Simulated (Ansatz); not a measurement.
Energy against total moment in MnO

System: MnO, a measured crystal structure (space group Fm-3m); the cell holds 2 atoms. Source: COD entry 1010989; the sample's temperature and pressure aren't taken into account, and it need not be the stable phase.

```
CELL_PARAMETERS angstrom
0.00000 2.24000 2.24000
2.24000 0.00000 2.24000
2.24000 2.24000 0.00000
ATOMIC_POSITIONS crystal
Mn 0.00000 0.00000 0.00000
O 0.50000 0.50000 0.50000
```

Numbers behind element symbols give the atom's place in this list.

Method: DFT, PBE+U, PAW, plane waves, scalar-relativistic (Ansatz development build ahead of 0.2.0).

| Setting | Value |
| --- | --- |
| Hubbard term (Dudarev form) | U − J = 2.8 eV on Mn d, on Löwdin-orthonormalised all-electron atomic orbitals |
| Plane-wave cutoff | 420 eV |
| k-point mesh | 9×9×9 (Γ-centred) |
| Occupations | Fermi–Dirac smearing, 0.02 eV |

Site moments are integrals over atomic spheres and don't add up to the total.

A static U favours moments and orbital order; the result depends on U and need not be the measured state.

For a metal this mesh leaves errors of several meV/atom.

The total moment of the cell is held fixed (separate Fermi levels for the two spins), shared at the start among the Mn atoms with one sign; no search for lower states follows. Energies are free energies per cell above the lowest run, the runs with a free moment included. A row is the solution that its start led to, not a proven minimum at that M. The cell holds one magnetic atom, so only parallel order fits; orders in a larger cell may lie lower. The program warns that the SCF threshold is loose for stress, so pressures can be off by 0.1 GPa or more.

The run at M = 5.00 μB took 1.3 s on 2 threads of Intel(R) Xeon(R) Platinum 8488C, with other jobs on the host, peak memory 0.35 GiB.

| fixed M (μB/cell) | F − F(lowest) (meV/cell) | moments of Mn1 O2 (μB) | pressure (GPa) |
| --- | --- | --- | --- |
| 1.00 | 3359 | 0.93 0.01 | -30.8 |
| 3.00 | 2254 | 2.90 -0.15 | -22.1 |
| 5.00 | 0 | 4.27 0.20 | 4.2 |
| 7.00 | 8040 | 4.47 1.31 | 72.6 |

The lowest fixed-moment run is the one at M = 5.00 μB (0 meV). With the constraint released: “usual moment, free total moment [Mn1 4.50 μB]” ends at 5.00 μB, 0 meV; “usual moment scaled by 0.1, free total moment [Mn1 0.45 μB]” ends at 5.00 μB, 0 meV.
